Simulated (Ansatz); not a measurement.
Values for one crystal, relaxed and computed with r²SCAN+D4 in the plane-wave PAW code Ansatz; other levels are named.

| Quantity | Result |
|---|---|
| Volume per atom | 10.67 Å³ |
| Band gap | 0.10 eV (indirect) |
| Electron effective mass | 0.12, 0.87, 1.3 mₑ (principal values) |
| Pressure derivative B′ | 11.6 |
| Smallest direct gap on the standard path | 1.05 eV |
| Formation energy from the elements (no fitted shifts) | 0.20 eV/atom |
| Bulk modulus (Birch–Murnaghan fit) | 22.0 GPa |

Problem. Pick the material that matches.
A) BC3, P6/mmm (B on 2c, C on 6l)
B) BAs, Pnma (B on 4c, As on 4c)
C) BN, P6_3/mmc (B on 2d, N on 2c)
D) B2O3, P-62c (O on 6h, B on 2d, B on 2b)

Solution. A, BC3, P6/mmm (B on 2c, C on 6l)

The start of the workflow was typed in or built on a structure type; neither database checked (COD, Materials Project) lists it. Its standing as an ambient phase is unchecked. Symmetry was held in the r²SCAN+D4 relaxation. At this level the phase is mechanically unstable. Its formation energy is positive at this level, so the cell may be metastable or incomplete. The references are the lowest solids computed at this level, not always the standard phases.

Potentials: the earlier of the program's two PAW sets. The files were generated under PBE; for other functionals the program regenerates the frozen cores, and for LDA and PBEsol the local potential too.
